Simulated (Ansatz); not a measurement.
Input:

ZnInGaO4:
```yaml
crystal:
  lattice:
    - [1.63921, 0.94640, 8.49454]
    - [-1.63921, 0.94640, 8.49454]
    - [0.00000, -1.89279, 8.49454]
  atoms:
    - { symbol: Zn, position: [0.21870, 0.21870, 0.21870] }
    - { symbol: In, position: [0.00282, 0.00282, 0.00282] }
    - { symbol: Ga, position: [0.78718, 0.78718, 0.78718] }
    - { symbol: O, position: [0.29489, 0.29489, 0.29489] }
    - { symbol: O, position: [0.71128, 0.71128, 0.71128] }
    - { symbol: O, position: [0.12125, 0.12125, 0.12125] }
    - { symbol: O, position: [0.86387, 0.86387, 0.86387] }
```

This is the LDA-relaxed structure. Cartesian axes are those of the cell as given.

Q: All from DFT-LDA in the program Ansatz with PAW potentials, unless another level is named. Estimate the hole effective mass, band 2 of 2 at the edge.

A: 0.43 along x (mₑ).

Q: Next, the formation energy from the elements (no fitted shifts)?

A: -1.77 eV/atom.

Q: Give the band gap.

A: 1.32 eV (direct).

Q: What about the hole effective mass, band 1 of 2 at the edge?

A: 2.0 along x (mₑ).

Q: What about the valence-band maximum?

A: at Γ.

Space group R3m. The LDA relaxation kept the symmetry of its start. The references are the lowest solids computed at this level, not always the standard phases (solids in place of the gases). Scalar-relativistic: spin–orbit coupling is off unless named, which matters more the heavier the elements.

Potentials: the later of the program's two PAW sets.
